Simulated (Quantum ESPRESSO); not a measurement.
## Hf2Ru3WGa2 (one composition in several site orders)

Computed values, not a measurement. The program is pw.x of Quantum ESPRESSO 7.5 (plane-wave density functional theory). The cell is made up: eight metal atoms on a hexagonal close-packed lattice, with elements, volume, strain and displacements drawn at random and not relaxed, so it may be unstable or far from any real phase. PseudoDojo standard norm-conserving files set the functional (PBE unless stated); there is no spin polarisation or spin-orbit coupling, the Fermi-Dirac width of 0.25 eV means electrons at about 2900 K, and the masses in the input are unused placeholders. Heavy elements are run without spin-orbit coupling, which real alloys of them have. A spin test at this wide smearing found no moment, but such smearing suppresses magnetism that the real alloy may have.

The runs put one composition on the sites in different orders. Cell, positions, cutoff, mesh and smearing stay as in the input of run 1; sites are counted in its order. Stress in the tables is positive in tension.

Input of run 1:

```
&control calculation='scf', pseudo_dir='./dojo.nc.sr.pbe.v0_5.standard.upf', outdir='./o', disk_io='medium', tprnfor=.true., tstress=.true. /
&system ibrav=0, nat=8, ntyp=4, nbnd=72, ecutwfc=84.00895049, nosym=.true., tot_charge=0,
 occupations='smearing', smearing='fd', degauss=0.0183746611
/
&electrons conv_thr=1.470e-08, electron_maxstep=70, mixing_beta=0.5 /
ATOMIC_SPECIES
Ga 1.0 Ga.upf
Hf 1.0 Hf.upf
Ru 1.0 Ru.upf
W 1.0 W.upf
CELL_PARAMETERS angstrom
-2.8625 -0.0264 -0.0132
0.0457 4.9301 -0.0115
1.3669 -2.4309 -8.8885
ATOMIC_POSITIONS angstrom
Hf -0.1632 0.1554 0.0911
Ru 0.0534 1.6013 -2.281
W -0.0458 0.018 -4.5073
Ga 0.0155 1.8159 -6.7443
Hf -1.4016 2.5401 -0.0907
Ru -1.3615 4.0815 -2.2878
Ru -1.4997 2.4138 -4.3527
Ga -1.3495 -0.9285 -6.5461
K_POINTS automatic
8 5 3 1 1 1
```

```
run  elements on sites 1 to 8  free energy less that of run 1 (eV)  -TS (eV)  pressure (GPa)  stress xx (GPa)  stress yy (GPa)  stress zz (GPa)  stress yz (GPa)  stress xz (GPa)  stress xy (GPa)  iterations
  1    Hf Ru W Ga Hf Ru Ru Ga                                0.000    -1.435            9.91            -9.09           -12.53            -8.10            -1.78             2.09            -0.02          19
  2    Ru Hf Ga Ru W Hf Ru Ga                                0.792    -1.497           12.36           -13.27            -8.21           -15.59            -0.96             1.34            -1.46          18
  3    Ru Ru Ga Hf Hf W Ru Ga                               -0.735    -1.381            9.73           -11.43            -5.75           -12.00             1.29             1.21             0.56          17
  4    Hf Ru Ga Ru Ru Hf W Ga                               -0.456    -1.294           10.71           -13.65            -1.37           -17.10            -4.81            -0.37            -1.32          16
  5    Ga Ru Ru W Hf Ga Ru Hf                                0.466    -1.531           11.88           -11.93            -9.76           -13.96            -1.15             1.25             0.45          18
  6    Hf Ru W Hf Ru Ga Ga Ru                               -0.061    -1.386           10.13           -14.35            -0.37           -15.65            -0.23            -0.31            -1.84          18
```

Forces Fx Fy Fz (eV/Å):

```
site              run 1             run 2              run 3             run 4             run 5             run 6
   1   1.04 -0.70 -2.47   0.53 -0.04 0.19   1.07 -0.75 -1.54   0.55 -0.32 0.19  0.79 -0.41 -1.80   0.65 1.06 -4.72
   2  -0.23 -0.48 -1.03  -0.13 0.12 -0.22  -0.50 -0.08 -0.27  -0.08 -0.48 0.22  -0.39 -0.59 0.24   -0.03 0.00 0.62
   3     0.23 0.46 1.97   0.16 0.38 -1.06     0.10 0.02 1.00   0.25 0.34 -0.53    0.19 0.48 0.73   0.01 -0.09 0.42
   4   -0.43 -1.50 2.93  -0.45 -1.59 0.15    0.13 -1.59 1.27  -0.27 -1.32 1.21   0.22 -3.49 1.53  -0.19 -3.48 3.73
   5    -0.53 0.51 0.43   -0.14 0.21 3.42   -0.40 -1.41 0.13   -0.36 0.16 0.59  -0.43 0.01 -0.42   -0.40 0.45 0.12
   6   -0.22 0.54 -1.02   0.16 0.14 -0.05   -0.11 1.07 -0.07  -0.10 -0.10 0.03   0.01 0.79 -1.25  -0.18 -0.03 0.17
   7   0.49 -0.10 -0.94   0.15 0.26 -1.55    0.48 0.50 -0.13   0.11 0.21 -1.20  0.31 -0.14 -0.56    0.37 0.09 0.06
   8    -0.35 1.27 0.13  -0.28 0.53 -0.88   -0.78 2.23 -0.39  -0.09 1.50 -0.52   -0.70 3.33 1.53  -0.22 2.01 -0.41
```

The sites are displaced and not relaxed, so the energy differences mix bonding between neighbours with strain and are not ordering energies. A rerun of one cell of this series at a higher cutoff and on a denser mesh moved values by no more than 0.003 eV in energy, 0.06 GPa in stress and 0.006 eV/Å in force, and a second program with other atomic files agreed on that cell to 2 % rms in force and 0.5 GPa in pressure.